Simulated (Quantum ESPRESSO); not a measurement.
## Cu3RhWRu2Mo (one composition in several site orders)

A calculation, not a measurement. The program is pw.x of Quantum ESPRESSO 7.5 (plane-wave density functional theory). The cell is made up: eight metal atoms on a hexagonal close-packed lattice, with elements, volume, strain and displacements drawn at random and not relaxed, so it may be unstable or far from any real phase. PseudoDojo standard norm-conserving files set the functional (PBE unless stated); there is no spin polarisation or spin-orbit coupling, the Fermi-Dirac width of 0.25 eV means electrons at about 2900 K, and the masses in the input are unused placeholders. The copper pseudopotential is less sure than most, with forces differing by about three percent and pressure by about two GPa from a second method on plain copper. Heavy elements are run without spin-orbit coupling, which real alloys of them have. A spin test at this wide smearing found no moment, but such smearing suppresses magnetism that the real alloy may have.

The runs put one composition on the sites in different orders. Cell, positions, cutoff, mesh and smearing stay as in the input of run 1; sites are counted in its order. Stress in the tables is positive in tension.

Input of run 1:

```
&control calculation='scf', pseudo_dir='./dojo.nc.sr.pbe.v0_5.standard.upf', outdir='./o', disk_io='minimal', tprnfor=.true., tstress=.true. /
&system ibrav=0, nat=8, ntyp=5, nbnd=81, ecutwfc=92.02030273, nosym=.true., tot_charge=0,
 occupations='smearing', smearing='fd', degauss=0.0183746611
/
&electrons conv_thr=1.470e-08, electron_maxstep=70, mixing_beta=0.5 /
ATOMIC_SPECIES
Cu 1.0 Cu.upf
Mo 1.0 Mo.upf
Rh 1.0 Rh.upf
Ru 1.0 Ru.upf
W 1.0 W.upf
CELL_PARAMETERS angstrom
0.0078 -0.0071 -4.3796
-0.0353 4.6727 0.0076
5.514 -0.0408 -0.0096
ATOMIC_POSITIONS angstrom
Cu 0.0014 0.1174 -0.0366
Rh 2.7505 -0.0859 0.0036
W 1.4642 2.3313 0.0844
Ru 4.1464 2.4492 0.1026
Ru -0.0004 1.5407 -2.3006
Cu 2.7222 1.5147 -2.2537
Mo 1.5427 3.8499 -2.2956
Cu 4.1301 3.7995 -2.1631
K_POINTS automatic
5 5 4 1 1 1
```

| run | elements on sites 1 to 8 | free energy less that of run 1 (eV) | -TS (eV) | pressure (GPa) | stress xx (GPa) | stress yy (GPa) | stress zz (GPa) | stress yz (GPa) | stress xz (GPa) | stress xy (GPa) | iterations |
| --- | --- | --- | --- | --- | --- | --- | --- | --- | --- | --- | --- |
| 1 | Cu Rh W Ru Ru Cu Mo Cu | 0.000 | -1.528 | 1.46 | 5.83 | -7.09 | -3.11 | 0.04 | 0.32 | -1.97 | 20 |
| 2 | Cu Ru Mo Cu Ru W Rh Cu | -0.220 | -1.422 | 2.43 | 1.43 | -5.38 | -3.35 | -0.03 | 0.22 | -0.29 | 20 |
| 3 | Ru Mo Rh W Cu Cu Cu Ru | 0.001 | -1.501 | 2.10 | 1.06 | -3.00 | -4.34 | 0.11 | -0.40 | -2.45 | 22 |
| 4 | W Mo Ru Cu Cu Ru Cu Rh | -0.092 | -1.489 | -0.88 | 6.02 | -1.34 | -2.03 | -0.73 | 0.79 | 0.02 | 21 |
| 5 | Rh Cu Cu Ru W Cu Mo Ru | -0.072 | -1.594 | 0.43 | 4.54 | -1.60 | -4.24 | -1.43 | 0.47 | -2.33 | 20 |
| 6 | Ru Rh Mo Cu Cu Ru Cu W | -0.617 | -1.259 | -1.89 | 6.17 | 0.15 | -0.65 | -1.38 | 1.71 | -1.36 | 19 |

Forces Fx Fy Fz (eV/Å):

```
site              run 1              run 2              run 3              run 4              run 5              run 6
   1  -0.19 -0.73 -0.35  -0.20 -0.72 -0.31   0.46 -0.66 -0.22   0.37 -0.80 -0.27   0.45 -0.92 -0.27   0.39 -1.20 -0.27
   2    0.82 1.91 -0.84    1.10 1.33 -0.96   -0.37 1.27 -0.81    0.32 1.55 -0.83    0.31 1.00 -0.69    0.23 0.54 -0.87
   3  -0.98 -1.40 -1.49  -1.39 -0.19 -1.68  -0.50 -0.14 -1.28  -1.17 -0.13 -1.47  -0.02 -0.26 -1.39  -0.56 -0.21 -1.53
   4   0.49 -1.49 -1.09   0.53 -0.56 -1.03   0.92 -1.50 -1.38   0.44 -1.38 -0.86  -0.07 -1.20 -1.31   0.45 -1.30 -0.90
   5     0.33 0.25 1.24   -0.25 -0.08 1.07     0.41 0.00 1.23    -0.07 0.25 0.93     0.07 0.63 1.43    -0.12 0.21 0.99
   6    1.14 -0.14 1.00    1.62 -0.97 1.03    0.18 -0.10 1.00    0.70 -0.16 0.96    0.52 -0.11 0.64     1.02 0.72 1.03
   7    -2.20 1.02 1.19    -2.15 0.82 1.74    -1.43 0.14 1.19   -1.57 -0.06 1.29    -0.89 0.09 1.44    -1.67 0.19 1.29
   8     0.59 0.57 0.34     0.74 0.36 0.14     0.33 0.99 0.27     0.97 0.73 0.25    -0.36 0.77 0.14     0.27 1.05 0.25
```

The sites are displaced and not relaxed, so the energy differences mix bonding between neighbours with strain and are not ordering energies. A rerun of one cell of this series at a higher cutoff and on a denser mesh moved values by no more than 0.008 eV in energy, 0.14 GPa in stress and 0.018 eV/Å in force, and a second program with other atomic files agreed on that cell to 2 % rms in force and 0.5 GPa in pressure.